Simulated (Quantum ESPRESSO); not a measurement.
# Computed records: AlIn$_{2}$GaAs$_{4}$ (made-up cell)

All values are calculated (Quantum ESPRESSO 7.5). Calculation on a made-up crystal cell, not a measurement: periodic Kohn-Sham density functional theory in plane waves with PseudoDojo standard norm-conserving scalar-relativistic pseudopotentials, each functional with its own files (v0.5 for PBE, v0.4.1 for LDA and PBEsol), no spin polarisation, no spin-orbit coupling, atoms not relaxed, stress positive in tension, energies less a fixed whole-eV offset for each atom's element; levels are Kohn-Sham levels at fractions of this cell's reciprocal vectors, counted from the reference band (half the neutral cell's valence electrons, rounded up) at Gamma; error bars cover cutoff and k-mesh only, not smearing or the files; added strain carries the atoms with the cell, and shear is the tensor component; each bar is the largest change over components, and at least 0.002 eV, 0.002 eV per angstrom or 0.02 GPa; energies are for the whole cell, and the offsets were chosen from early runs and are not element reference energies.

Entry: AlIn$_{2}$GaAs$_{4}$ (made-up cell)

Unstrained structure:
```
cell vectors (Å)
   5.8997     0.0000     0.0000
   0.0000     5.8997     0.0000
   0.0000     0.0000     5.8997
atoms (fractions of the cell vectors)
Al -0.00441 -0.00092 -0.00824
Ga -0.00053  0.50326  0.49984
In  0.50201 -0.00593  0.49869
In  0.50281  0.49550  0.00110
As  0.25491  0.24654  0.24749
As  0.25230  0.75038  0.75331
As  0.74172  0.25449  0.74734
As  0.75772  0.74812  0.25086
```

- lattice type: zincblende/diamond
- functional: pbe
- cutoff: 1143 eV
- fermi dirac smearing: 0.025 eV
- scf tolerance: 1e-07 eV
- electrons removed: 0
- added strain kind: uniform
- added strain: 0.024
- k mesh: 4 x 4 x 4, shifted by half a step
- structure shown: before the added strain of 0.024
- free energy less offsets: 0.5248 eV
- smearing term minus ts: 0 eV
- scf iterations: 10
- pressure: -1.31 GPa
- stress xx: 1.429 GPa
- stress yy: 1.266 GPa
- stress zz: 1.236 GPa
- stress yz: -0.009396 GPa
- stress xz: 0.3947 GPa
- stress xy: 0.1328 GPa
- error bar energy: 0.01317 eV
- error bar stress: 0.02 GPa
- error bar force: 0.002 eV/Å
- error bars from: tighter rerun of a related cell

Atoms:
```
atoms element  atom site  atom energy offset (eV)
           Al          1                      -64
           Ga          2                    -2080
           In          3                    -1808
           In          4                    -1808
           As          5                    -2887
           As          6                    -2887
           As          7                    -2887
           As          8                    -2887
```

Forces:
```
site  x (eV/Å)  y (eV/Å)   z (eV/Å)
   1    0.1619    0.1758     0.1814
   2    0.2426    -0.192    0.02848
   3  -0.06351   0.06243   -0.06948
   4   -0.1336    0.3542      0.243
   5    -1.451   -0.1217    0.02105
   6    -1.195  -0.02191  0.0008298
   7     1.551   -0.3509    -0.1338
   8    0.8881   0.09407    -0.2714
```
